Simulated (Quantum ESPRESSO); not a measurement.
```
CELL_PARAMETERS angstrom
     -1.80483     2.42744     2.67842
      1.80483    -2.42744     2.67842
      1.80483     2.42744    -2.67842
ATOMIC_POSITIONS crystal
  Li 0.73848 0.23848 0.50000
  Li 0.26152 0.76152 0.50000
  C  0.87019 0.00000 0.87019
  C  0.12981 0.00000 0.12981
```

The PBEsol cell relaxed from Materials Project entry mp-1378 was given an isotropic strain of +1 % on all lattice vectors, and the atoms were relaxed again.

What does PBEsol (pw.x of Quantum ESPRESSO, ONCV potentials, scalar-relativistic) give for the electronic structure near the Fermi level?

The PBEsol gap is indirect, 3.20 eV, from W to Γ; the smallest direct gap is 3.49 eV. 

Letters of k points follow the standard setting of the lattice, whose axes may be ordered differently from the printed cell.
